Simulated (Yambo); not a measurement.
Yambo run on Cs₂ScAgCl₆ (space group Fm-3m, No. 225). The wavefunctions are LDA (pw.x of Quantum ESPRESSO, ONCV potentials, without SOC) ones on a 2×2×2 mesh (45 occupied bands); a = 7.4964 Å, b = 7.4964 Å, c = 7.4964 Å, α = 60.00°, β = 60.00°, γ = 60.00°.

Yambo input:

```
rim_cut
HF_and_locXC
RandQpts= 1000000
RandGvec= 1 Ry
EXXRLvcs= 86 Ry
VXCRLvcs= 344 Ry
% QPkrange
 1 | 1 | 45 | 46 |
 2 | 2 | 45 | 46 |
 3 | 3 | 45 | 46 |
%
```

k points by index: 1 = Γ, 2 = L, 3 = X.

The o-*.hf file then holds:

```
#    K-point    Band    Eo [eV]    Ehf [eV]    Vxc [eV]    Vnlxc [eV]
#
    1    45    -0.476610    -5.590962    -21.43830    -26.55265
    1    46    3.285318    10.76098    -16.71863    -9.242969
    2    45    0.000000    -5.017871    -19.78972    -24.80759
    2    46    3.275844    10.84211    -16.50697    -8.940702
    3    45    -0.476883    -5.594970    -21.44879    -26.56687
    3    46    3.138602    9.251428    -14.94470    -8.831877
```
Exchange alone, without screening.

Geometry of the Materials Project entry, not relaxed at this level.

The structure is a Materials Project entry; no match was found in the copy of COD used, and its stability was not checked.
